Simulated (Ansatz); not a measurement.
Ba(MgAs)₂: from a starting cell to a relaxed one

The start is a relaxed Ba(MgAs)2 cell, doubled along one cell vector, shaken by Gaussian noise of σ = 0.08 Å a coordinate. The structure is fully relaxed (lattice and positions, P = 0) with r2SCAN (plane waves to 500 eV, PAW, scalar-relativistic; Ansatz, a first-principles code). The first steps use a coarse 6×6×2 k-mesh.

Starting cell:
```
Ba(MgAs)2
1.0
    4.48516     0.00000     0.00000
   -2.24258     3.88426     0.00000
    0.00000     0.00000    15.51503
Ba Mg As
2 4 4
Cartesian
 -0.07302   0.08903  -0.09342
 -0.07552   0.01437   7.81034
  2.25809   1.27204   2.95166
  2.17726   1.28005  10.72897
 -0.01956   2.59717   4.74835
  0.02759   2.69761  12.49083
  2.33002   1.37504   5.56534
  2.27620   1.32036  13.40366
 -0.02951   2.60536   2.11231
 -0.08231   2.62948   9.83149
```

| Quantity | Value |
|---|---|
| Largest initial force | 0.83 eV/Å, on As7 (atoms numbered as listed) |
| Relative to the parent | It relaxes back to the parent, P-3m1 (No. 164) |
| Shortest distances (start → end) | The closest pairs of elements (up to four, under 3.6 Å), start → end: As–Mg 2.59 → 2.70 Å; Mg–Mg 3.03 → 3.21 Å; As–Ba 3.19 → 3.35 Å |
| Optimiser moves | 5 |

It ends as:

```cif
data_As2BaMg2
_chemical_formula_sum 'Ba1 Mg2 As2'
_space_group_name_H-M_alt 'P-3m1'
_space_group_IT_number 164
_space_group_name_Hall '-P 3 2"'
_cell_length_a 4.48407
_cell_length_b 4.48407
_cell_length_c 7.75878
_cell_angle_alpha 90.000
_cell_angle_beta 90.000
_cell_angle_gamma 120.000
loop_
_atom_site_label
_atom_site_type_symbol
_atom_site_symmetry_multiplicity
_atom_site_Wyckoff_symbol
_atom_site_fract_x
_atom_site_fract_y
_atom_site_fract_z
_atom_site_occupancy
Ba1 Ba 1 b 0.00000 0.00000 0.50000 1
Mg1 Mg 2 d 0.33333 0.66667 0.12247 1
As1 As 2 d 0.66667 0.33333 0.22576 1
```

Final values are on a 9×9×5 k-mesh of the relaxed cell. No spin polarisation in the result.

The cell that was disturbed is our relaxation of an entry of Materials Project.
